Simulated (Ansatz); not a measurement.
AuSb₂ (space group Pa-3)

```yaml
crystal:
  lattice:
    - [6.67437, 0.00000, 0.00000]
    - [0.00000, 6.67437, 0.00000]
    - [0.00000, 0.00000, 6.67437]
  atoms:
    - { symbol: Sb, position: [0.37503, 0.12497, 0.87503] }
    - { symbol: Sb, position: [0.62497, 0.87503, 0.12497] }
    - { symbol: Sb, position: [0.12497, 0.87503, 0.37503] }
    - { symbol: Sb, position: [0.87503, 0.12497, 0.62497] }
    - { symbol: Sb, position: [0.87503, 0.37503, 0.12497] }
    - { symbol: Sb, position: [0.12497, 0.62497, 0.87503] }
    - { symbol: Sb, position: [0.62497, 0.62497, 0.62497] }
    - { symbol: Sb, position: [0.37503, 0.37503, 0.37503] }
    - { symbol: Au, position: [0.00000, 0.50000, 0.50000] }
    - { symbol: Au, position: [0.50000, 0.50000, 0.00000] }
    - { symbol: Au, position: [0.50000, 0.00000, 0.50000] }
    - { symbol: Au, position: [0.00000, 0.00000, 0.00000] }
```

The slice is a {100} plane (indices of the conventional cell) through the point (0.375, 0.125, 0.875) (fractional), spanned by u = [100] and v = [010] in vectors of this cell: u (6.67 Å) and v (6.67 Å, at 90° to u). It covers one period; positions are fractions (u, v).

Level of theory: PBEsol (plane waves to 420 eV, PAW, scalar-relativistic; Ansatz, an electronic-structure program). k mesh 6×6×6. Inside the PAW spheres the values are not all-electron values, and peaks at nuclei hang on which shells count as valence. AuSb2 was relaxed with its symmetry unable to fall. Spin-orbit coupling is left out, though Au and Sb are heavy.

Task: Sketch the valence electron density on this plane as a map.

Result: 
| v \ u | 0.00 | 0.10 | 0.20 | 0.30 | 0.40 | 0.50 | 0.60 | 0.70 | 0.80 | 0.90 |
|---|---|---|---|---|---|---|---|---|---|---|
| 0.90 | 0.3 | -0.2 | -0.8 | -1.2 | -0.9 | -0.4 | 0.2 | -0.1 | -0.5 | -0.2 |
| 0.80 | -0.7 | -0.8 | -1.0 | -1.1 | -1.0 | -0.6 | -0.1 | -0.3 | -0.7 | -0.8 |
| 0.70 | -1.2 | -1.2 | -1.1 | -1.1 | -1.2 | -1.0 | -0.6 | -0.5 | -0.6 | -1.0 |
| 0.60 | -1.0 | -1.0 | -0.9 | -1.0 | -1.3 | -1.1 | -0.5 | 0.2 | 0.2 | -0.5 |
| 0.50 | -0.6 | -0.4 | -0.5 | -0.8 | -1.2 | -1.1 | -0.3 | 1.1 | 1.1 | -0.2 |
| 0.40 | -0.4 | 0.2 | -0.1 | -0.7 | -1.1 | -1.0 | -0.5 | 0.2 | 0.2 | -0.4 |
| 0.30 | -0.5 | -0.1 | -0.3 | -0.8 | -1.1 | -1.0 | -0.9 | -0.7 | -0.8 | -0.8 |
| 0.20 | -0.5 | -0.5 | -0.8 | -1.1 | -1.2 | -1.1 | -1.1 | -1.2 | -1.2 | -0.8 |
| 0.10 | 0.3 | -0.2 | -0.9 | -1.3 | -1.2 | -0.9 | -0.9 | -1.0 | -0.8 | -0.2 |
| 0.00 | 1.4 | 0.3 | -0.7 | -1.2 | -1.0 | -0.6 | -0.4 | -0.5 | -0.5 | 0.3 |

Values: log₁₀ of the valence density in e/Å³. The scale is logarithmic, as a density can span decades between atoms and voids.
